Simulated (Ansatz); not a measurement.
**Ansatz 0.2.0, relaxation: Sr2CuO3**

Input:

```yaml
crystal:
  lattice:
    - [0.0, 0.0, 3.507331]
    - [0.0, -3.920518, 0.0]
    - [6.365647, 1.960259, -1.753665]
  atoms:
    - { symbol: O, position: [0.0, 0.0, 0.0] }
    - { symbol: Sr, position: [0.3521, 0.8521, 0.7042] }
    - { symbol: Sr, position: [0.6479, 0.1479, 0.2958] }
    - { symbol: Cu, position: [0.0, 0.5, 0.0] }
    - { symbol: O, position: [0.1547, 0.6547, 0.3094] }
    - { symbol: O, position: [0.8453, 0.3453, 0.6906] }
  symmetry: { tolerance: 0.0003 }
kpoints:
  mp_grid: { grid: [5, 5, 5], shift: [0, 0, 0] }
magnetization:
  spin_polarized: false
scf:
  occupations: { method: fermi_dirac, width: 0.1002 }
  lower_state_search: "off"
hamiltonian:
  pseudopotentials: { kind: paw }
  xc: lda
basis:
  ecutwfc: 420
  fft_grid_basis: typed
relax:
  max_steps: 40
output:
  forces: true
  stress: true
  eigenvalues: true
  bader: true
  populations: true
  elf: true
  write_potential: true
  volumetric_format: npy
  dos:
    e_range: [-12, 8]
    de: 0.05
    projected: { site_lists: { Cu: [Cu], O: [O], Sr: [Sr] } }
checkpoint:
  read: saved_state
```

Launch command:

```bash
ansatz run input.yaml --threads 2 --pin off --max-ram 2560MiB --backend cpu --events-out ev --progress --plain --runs-dir out
```

Origin of the cell: a database entry, scaled a little.

The saved state is a converged single point of the same cell.

Steps:

```json
{"step": "1", "ΔF (meV/atom)": "0.0", "max force component (eV/Å)": "0.269", "SCF iterations": "6", "step was": "accepted"}
{"step": "2", "ΔF (meV/atom)": "0.1", "max force component (eV/Å)": "0.323", "SCF iterations": "7", "step was": "rejected"}
{"step": "3", "ΔF (meV/atom)": "-2.1", "max force component (eV/Å)": "0.089", "SCF iterations": "7", "step was": "accepted"}
{"step": "4", "ΔF (meV/atom)": "-2.2", "max force component (eV/Å)": "0.010", "SCF iterations": "6", "step was": "accepted"}
{"step": "5", "ΔF (meV/atom)": "-2.3", "max force component (eV/Å)": "0.001", "SCF iterations": "6", "step was": "accepted"}
```

Before:

Space group Immm (No. 71); the run's cell has a = 3.507 Å, b = 3.921 Å, c = 6.888 Å, α = 106.54°, β = 104.75°, γ = 90.00°. Shortest distances: Cu–O 1.96 Å, O–Sr 2.51 Å, O–O 2.78 Å, Cu–Sr 3.23 Å, Sr–Sr 3.51 Å, Cu–Cu 3.51 Å.

The relaxed structure.

Space group Immm (No. 71); the run's cell has a = 3.507 Å, b = 3.921 Å, c = 6.888 Å, α = 106.54°, β = 104.75°, γ = 90.00°. Shortest distances: Cu–O 1.94 Å, O–Sr 2.55 Å, O–O 2.76 Å, Cu–Sr 3.22 Å, Sr–Sr 3.51 Å, Cu–Cu 3.51 Å.

```xyz
6
Lattice="0.0000 0.0000 3.5073 0.0000 -3.9205 0.0000 6.3656 1.9603 -1.7537" Properties=species:S:1:pos:R:3 pbc="T T T"
O     0.0000    0.0000    0.0000
Sr    4.5078   -1.9603    0.0000
Sr    1.8579    0.0000    1.7537
Cu    0.0000   -1.9603    0.0000
O     1.9394   -1.9603    0.0000
O     4.4262    0.0000    1.7537
```

| Item | Value |
| --- | --- |
| Free energy lowered by | 2.3 meV/atom |
| Final pressure | -6.81 GPa |
| Relaxation steps listed | 5 |

Caveats: no moments, though an odd count or open d shells may carry them; the SCF threshold is looser than advised for a stress; the k mesh is coarse if the cell is a metal; the relaxation held the start's symmetry, so the end may be a saddle point.

Time: 56 s of wall time on 2 CPU thread(s) of a shared host, from a saved density.
